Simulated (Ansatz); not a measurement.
NbRu, DFT, PBEsol, all-electron PAW with datasets made for the crystal, scalar-relativistic (Ansatz 0.2.0), run on 1 thread of Intel(R) Xeon(R) 6975P-C (Granite Rapids) on a shared host.

The geometry is COD entry 1523398, unchecked; take it as a test cell. The listed cell was then made from it by scaling, straining or moving an atom.

Command: `ansatz run input.yaml --threads 1 --pin off --max-ram 3072MiB --backend cpu --events-out ev --progress --plain --runs-dir out`

```yaml
crystal:
  lattice:
    - [3.12032, 0.0, 0.0]
    - [0.0, 3.12032, 0.0]
    - [0.0, 0.0, 3.184]
  atoms:
    - { symbol: Nb, position: [0.0, 0.0, 0.0] }
    - { symbol: Ru, position: [0.5, 0.5, 0.5] }
kpoints:
  mp_grid: { grid: [11, 11, 11] }
scf:
  occupations: { method: fermi_dirac, width: 0.03 }
hamiltonian:
  xc: pbesol
  pseudopotentials: { kind: all_electron, datasets: crystal }
output:
  forces: true
  stress: true
  eigenvalues: true
  efg: { contact_densities: true }
```

(1) How large is the problem that the program sets up?

(2) Estimate the wall time and the peak memory.

(3) And the same cell and mesh by PAW (frozen-core files), asked for forces, stress, eigenvalues, efg, write_density, write_potential, elf, on the same hardware?

Answers

(1) 126 irreducible k-points, 273 plane waves at Γ, 21 bands.

(2) 13 s of wall time for 11 SCF iterations, with a peak of 0.71 GiB. Times on shared machines scatter by tens of per cent.

(3) 3.9 s, peak memory 0.48 GiB.
